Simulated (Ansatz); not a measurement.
BeTe (rock salt, Fm-3m) under volume change, PBE in the plane-wave PAW code Ansatz, scaled uniformly.

```csv
V (Å³/atom),E − E(relaxed) (meV/atom),P (GPa)
17.518,38.2,7.66
18.095,16.1,4.70
18.673,3.8,2.17
19.250,0.0,0.00
19.828,3.4,-1.86
20.405,13.1,-3.45
20.983,28.1,-4.82
```

**Question.** What does a third-order Birch–Murnaghan fit give for V₀, B₀ and B′?

**Answer.** V₀ = 19.25 Å³/atom, B₀ = 66.8 GPa, B′ = 4.1.

The start of the workflow was typed in or built on a structure type; neither database checked (COD, Materials Project) lists it. COD files the formula under space group No. 216, so this cell is another polymorph or a model. Its standing as an ambient phase is unchecked. Symmetry was held in the PBE relaxation; whether a distortion lowers the energy is not shown. Its formation energy is positive at this level, so the cell may be metastable or incomplete. Scalar-relativistic: spin–orbit coupling is off unless named, which matters more the heavier the elements.

Potentials: the earlier of the program's two PAW sets.
